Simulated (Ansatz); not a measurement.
Relaxed HgTe (zinc blende):

```xyz
2
Lattice="0.0000 3.3253 3.3253 3.3253 0.0000 3.3253 3.3253 3.3253 0.0000" Properties=species:S:1:pos:R:3 pbc="T T T"
Te     4.9880     4.9880     4.9880
Hg     0.0000     0.0000     0.0000
```

In each cell atom 1 (Te, nearest neighbour Hg at 2.880 Å; its periodic images, 4.7 Å or more away, move with it) moves by s·(0.000, 0.000, 1.000) (along Cartesian z), the rest being held.

Level of theory: PBE (plane waves to 420 eV, PAW, scalar-relativistic; Ansatz, a first-principles code). k mesh 10×10×10 (Γ-centred), Fermi-Dirac smearing 0.05 eV. Energies are smeared free energies. With partly filled bands, energies and forces of such displacements shift with the k mesh and the smearing. At this level the bands of HgTe touch or barely overlap. HgTe was relaxed with its symmetry unable to fall. Spin-orbit coupling is left out, though Hg and Te are heavy. The PAW data are Ansatz's earlier set. The relaxed volume of HgTe is well above the measured one; the method has no dispersion term. ΔE is measured from the undisplaced structure. The last digit holds for this mesh only.

| s (Å) | ΔE (meV/cell) |
|---|---|
| -0.290 | 109.8 |
| -0.232 | 70.7 |
| -0.174 | 40.0 |
| -0.116 | withheld |
| -0.058 | 4.5 |
| 0.000 | 0.0 |
| 0.058 | 4.5 |
| 0.116 | withheld |
| 0.174 | 40.0 |
| 0.232 | 70.7 |
| 0.290 | 109.8 |

Problem. Fit an even polynomial form (powers 2, 4) to the given rows and predict ΔE at s = 0.116.

Solution. Least squares on the 9 given rows: ΔE = (1329)·s² + (-280.0)·s⁴, in meV/cell with s in Å; root-mean-square residual 0.02 meV/cell. At 0.116 the fit gives 17.8 meV/cell; the calculation gives 17.8 meV/cell, the same to the digits shown. The quadratic term alone would give 17.9 meV/cell.

(A displaced cell: forces are minus the slopes of the energy, force constants its curvatures, and phonons follow from these.)
